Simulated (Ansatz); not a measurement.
Zn2C, one cell by several methods

```yaml
crystal:
  lattice:
    - [0.00000, 2.55234, 2.60443]
    - [2.55234, 0.00000, 2.60443]
    - [2.55234, 2.55234, 0.00000]
  atoms:
    - { symbol: C, position: [0.00000, 0.00000, 0.00000] }
    - { symbol: Zn, position: [0.25000, 0.25000, 0.25000] }
    - { symbol: Zn, position: [0.75000, 0.75000, 0.75000] }
```

Atom numbers follow the list: C1, Zn2, Zn3.

Conventional cell: a = 3.610 Å, b = 3.610 Å, c = 5.209 Å, α = 90.00°, β = 90.00°, γ = 90.00°. Around C (atom 1) lie 8 Zn at 2.23 Å. Zn (atom 2) has 4 C at 2.23 Å and 4 Zn at 2.55 Å as nearest neighbours.

The structure comes from a relaxation in the same program, started in the fluorite type. Whether it is a known phase or the ground state wasn't checked. The listed cell was then made from it by scaling, straining or moving an atom.

Levels of theory: DFT, PBE, PAW with Ansatz's default frozen-core files, scalar-relativistic (Ansatz 0.2.0); DFT, PBE, all-electron PAW with datasets made for the crystal, scalar-relativistic (Ansatz 0.2.0); DFT, PBE, all-electron LAPW, scalar-relativistic (Ansatz 0.2.0).

For PAW: a Γ-centred 11×11×11 k mesh, Fermi–Dirac smearing of 0.08 eV, cutoff 420 eV, no spin polarisation. The crystal-made all-electron datasets (AE datasets) take a cutoff of 320 eV at this cell. LAPW targets a basis error of 0.5 meV/atom. The Ansatz runs share mesh, smearing and spin set-up. Plane-wave (PAW) pressures include the program's estimate of the Pulay term.

Stress and pressure are positive in compression.

The change that made this cell: x and y strained by -2 %, z held.

```tsv
quantity	PAW	AE datasets	LAPW
pressure (GPa)	5.86	5.80	5.80
stress xx (GPa)	7.53	7.47	7.47
stress zz (GPa)	2.51	2.46	2.47
```

PAW's pressure differs from the LAPW value by +0.06 GPa.
